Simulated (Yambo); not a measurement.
A G0W0@LDA run in Yambo for SrMg$_{2}$Bi$_{2}$ (space group P-3m1, No. 164) (3×3×2 Γ-centred k mesh, bands 9 to 233 and a 7 Ry block in the screening, 233 bands in G with the Bruneval-Gonze terminator, plasmon pole fitted at 27.2 eV) gives these matrix elements, in eV, at the band edges (Γ → Γ):

| state | E0 | <Vxc> | <Σx> | <Σc(E0)> | Z |
|---|---|---|---|---|---|
| valence edge | 0.000 | -11.086 | -13.178 | 1.122 | 0.791 |
| conduction edge | 0.359 | -9.979 | -6.530 | -3.280 | 0.797 |

Solve the linearised quasiparticle equation for both states, give the gap, and say how exchange and correlation each act on it.

E = E0 + Z(Σx + Σc − Vxc). Valence: 0.000 + 0.791 × (-13.178 + (1.122) − (-11.086)) = -0.77 eV. Conduction: 0.359 + 0.797 × (-6.530 + (-3.280) − (-9.979)) = 0.49 eV. The gap is 1.26 eV, against 0.36 eV in LDA. Replacing Vxc by bare exchange alone would open it by 5.54 eV; correlation takes back 4.40 eV of that, and Z scales what is left. Nearest settings tried, and what they do to the gap: 181 bands in W, 181 bands in G: -7 meV; 6 Ry block (299 vectors against 361): -9 meV; 3×3×1 mesh: -73 meV. So the settings aren't converged at that level. The k mesh is coarse. Spin-orbit coupling is left out; with 6p states at a band edge it can lower the gap by many tenths of an eV, most of a small gap.

The standard potential for Bi keeps a d shell in the valence without the s and p states of that shell. In tests on such compounds this moved G0W0 gaps by up to about 0.9 eV, so absolute quasiparticle energies here are unreliable; differences between settings are what counts.

Geometry of the Materials Project entry, not relaxed at this level; primitive cell a = b = 4.830 Å, c = 7.983 Å, α = β = 90.00°, γ = 120.00°.

The structure is a Materials Project entry; no match was found in the copy of COD used, and its stability was not checked.
